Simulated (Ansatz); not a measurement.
Here is the system:

TaW:
```cif
data_TaW
_chemical_formula_sum 'Ta1 W1'
_space_group_name_H-M_alt 'P 1'
_space_group_IT_number 1
_cell_length_a 3.75704
_cell_length_b 3.75704
_cell_length_c 3.75704
_cell_angle_alpha 60.000
_cell_angle_beta 60.000
_cell_angle_gamma 60.000
loop_
_space_group_symop_operation_xyz
  'x, y, z'
loop_
_atom_site_label
_atom_site_type_symbol
_atom_site_fract_x
_atom_site_fract_y
_atom_site_fract_z
_atom_site_occupancy
Ta1 Ta 0.00000 0.00000 0.00000 1
W1 W 0.50000 0.50000 0.50000 1
```

This is the PBEsol-relaxed structure.

All from the program Ansatz at the PBEsol level (PAW), unless another level is named. Predict the bulk modulus (Birch–Murnaghan fit).

193 GPa.

And the elastic constants (relaxed ions, GPa)?

C11 = 513, C12 = 32.3, C44 = -91.1.

Give the highest zone-centre frequency.

226 cm⁻¹.

Space group Fm-3m (rock salt). The start of the workflow was typed in or built on a structure type; neither database checked (COD, Materials Project) lists it. Whether it is the stable phase at ambient conditions was not checked. The PBEsol relaxation kept the symmetry of its start. At this level the phase is mechanically unstable. No spin polarisation was allowed. Its formation energy is positive at this level, so the cell may be metastable or incomplete. As this level gives no gap, shear constants depend on the k-mesh and smearing (Fermi–Dirac, 0.1 eV here). As this level gives no gap, phonon frequencies hold no LO–TO term and depend on the k-mesh and smearing (Fermi–Dirac, 0.1 eV here). Scalar-relativistic: spin–orbit coupling is off unless named, which matters more the heavier the elements.

Potentials: the later of the program's two PAW sets.
